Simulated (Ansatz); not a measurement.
ZnCdSe2:
Space group R3m, hexagonal axes (No. 160); a = b = 4.1297 Å, c = 20.4276 Å, α = β = 90.00°, γ = 120.00°

| atom | site | symmetry | x | y | z |
|---|---|---|---|---|---|
| Zn | 3a | 3m | 0.0000 | 0.0000 | 0.4994 |
| Cd | 3a | 3m | 0.0000 | 0.0000 | 0.0019 |
| Se | 3a | 3m | 0.0000 | 0.0000 | 0.1302 |
| Se | 3a | 3m | 0.0000 | 0.0000 | 0.6185 |
(The calculation used a cell of 4 atoms; values per cell refer to that cell.)

Relaxed with PBEsol.

### Question
Which orbitals make up the states near the band edges in the program Ansatz at the PBEsol level (PAW)?

### Answer
Top 1 eV of the valence band: Se 4p 90 %. Bottom 1 eV of the conduction band: Zn 4s 33 %, Se 4p 24 %, Cd 5s 20 %, Se 4s 18 %. Projections are on Löwdin-orthogonalised atomic valence shells; empty p or d shells of many metals are not among them.

### Question
Tabulate the density of states.

### Answer
States/eV per cell of 4 atoms, in 0.25 eV bins, energy from the valence-band maximum.

| E (eV) | total | Se 4p | Zn 3d | Cd 4d |
|---|---|---|---|---|
| -7.85 | 19.04 | 0.94 | 0.10 | 17.83 |
| -7.60 | 18.33 | 0.30 | 0.18 | 17.61 |
| -7.35 | 2.23 | 0.07 | 0.09 | 1.94 |
| -7.10 | 0.00 | 0.00 | 0.00 | 0.00 |
| -6.85 | 0.00 | 0.00 | 0.00 | 0.00 |
| -6.60 | 13.03 | 0.72 | 12.15 | 0.07 |
| -6.35 | 23.79 | 0.50 | 22.75 | 0.27 |
| -6.10 | 3.19 | 0.05 | 2.96 | 0.06 |
| -5.85 | 0.00 | 0.00 | 0.00 | 0.00 |
| -5.60 | 0.00 | 0.00 | 0.00 | 0.00 |
| -5.35 | 0.00 | 0.00 | 0.00 | 0.00 |
| -5.10 | 0.13 | 0.09 | 0.00 | 0.00 |
| -4.85 | 2.08 | 1.33 | 0.05 | 0.03 |
| -4.60 | 3.60 | 2.17 | 0.12 | 0.06 |
| -4.35 | 2.25 | 1.37 | 0.09 | 0.05 |
| -4.10 | 2.54 | 1.56 | 0.10 | 0.06 |
| -3.85 | 1.38 | 0.83 | 0.06 | 0.05 |
| -3.60 | 0.99 | 0.59 | 0.05 | 0.04 |
| -3.35 | 0.77 | 0.46 | 0.04 | 0.03 |
| -3.10 | 0.77 | 0.52 | 0.04 | 0.02 |
| -2.85 | 2.51 | 2.09 | 0.09 | 0.05 |
| -2.60 | 2.89 | 2.46 | 0.08 | 0.07 |
| -2.35 | 3.01 | 2.59 | 0.08 | 0.07 |
| -2.10 | 4.14 | 3.65 | 0.11 | 0.09 |
| -1.85 | 3.93 | 3.46 | 0.12 | 0.08 |
| -1.60 | 3.10 | 2.71 | 0.09 | 0.07 |
| -1.35 | 3.78 | 3.35 | 0.10 | 0.10 |
| -1.10 | 3.84 | 3.42 | 0.10 | 0.11 |
| -0.85 | 2.81 | 2.51 | 0.06 | 0.10 |
| -0.60 | 1.79 | 1.61 | 0.04 | 0.07 |
| -0.35 | 1.32 | 1.20 | 0.03 | 0.06 |
| -0.10 | 0.35 | 0.32 | 0.01 | 0.02 |
| 0.15 | 0.00 | 0.00 | 0.00 | 0.00 |
| 0.40 | 0.00 | 0.00 | 0.00 | 0.00 |
| 0.65 | 0.00 | 0.00 | 0.00 | 0.00 |
| 0.90 | 0.01 | 0.00 | 0.00 | 0.00 |
| 1.15 | 0.02 | 0.01 | 0.00 | 0.00 |
| 1.40 | 0.05 | 0.01 | 0.00 | 0.00 |
| 1.65 | 0.09 | 0.02 | 0.00 | 0.00 |
| 1.90 | 0.15 | 0.04 | 0.00 | 0.00 |
| 2.15 | 0.28 | 0.07 | 0.00 | 0.00 |
| 2.40 | 0.74 | 0.17 | 0.00 | 0.00 |
| 2.65 | 1.02 | 0.25 | 0.00 | 0.00 |
| 2.90 | 1.38 | 0.31 | 0.00 | 0.00 |
| 3.15 | 2.17 | 0.43 | 0.00 | 0.00 |
| 3.40 | 2.76 | 0.54 | 0.00 | 0.00 |
| 3.65 | 3.26 | 0.68 | 0.00 | 0.00 |
| 3.90 | 2.69 | 0.57 | 0.00 | 0.00 |
| 4.15 | 1.96 | 0.42 | 0.00 | 0.00 |
| 4.40 | 2.01 | 0.39 | 0.00 | 0.00 |
| 4.65 | 1.74 | 0.28 | 0.00 | 0.00 |
| 4.90 | 1.74 | 0.24 | 0.00 | 0.00 |
| 5.15 | 1.96 | 0.23 | 0.00 | 0.00 |
| 5.40 | 2.33 | 0.18 | 0.00 | 0.00 |

The first step of the workflow began from a Materials Project structure, measured or hypothetical; the Crystallography Open Database copy checked does not list it. Whether it is the stable phase at ambient conditions was not checked. Symmetry was held in the PBEsol relaxation; its stability against distortions is not shown here. Scalar-relativistic: spin–orbit coupling is off unless named, which matters more the heavier the elements.

Potentials: the later of the program's two PAW sets.
